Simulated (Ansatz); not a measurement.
ZnGaNO in space group P3m1 (No. 156; Ga on 1b, N on 1b, Zn on 1c, O on 1c) under volume change, the program Ansatz at the PBEsol level (PAW), shape and atoms relaxed at each volume.

| V (Å³/atom) | E − E(relaxed) (meV/atom) | P (GPa) |
|---|---|---|
| 10.890 | 49.2 | 16.10 |
| 11.249 | … | … |
| 11.608 | … | … |
| 11.967 | 0.0 | 0.00 |
| 12.326 | 4.2 | -3.59 |
| 12.685 | 15.4 | -6.29 |
| 13.044 | 31.3 | -7.64 |

**Question.** What belongs in the gaps?

**Answer.** 
- 11.608, E − E(relaxed) (meV/atom): 4.8
- 11.608, P (GPa): 4.42
- 11.249, E − E(relaxed) (meV/atom): 20.5
- 11.249, P (GPa): 9.75

**Question.** What does a third-order Birch–Murnaghan fit give for V₀, B₀ and B′?

**Answer.** V₀ = 11.97 Å³/atom, B₀ = 125 GPa, B′ = 6.9.

The start of the workflow was typed in or built on a structure type; the Crystallography Open Database copy checked does not list it. Whether it is the stable phase at ambient conditions was not checked. The PBEsol relaxation kept the symmetry of its start; its stability against distortions is not shown here. Spin–orbit coupling is left out wherever it is not named.

Potentials: the later of the program's two PAW sets.
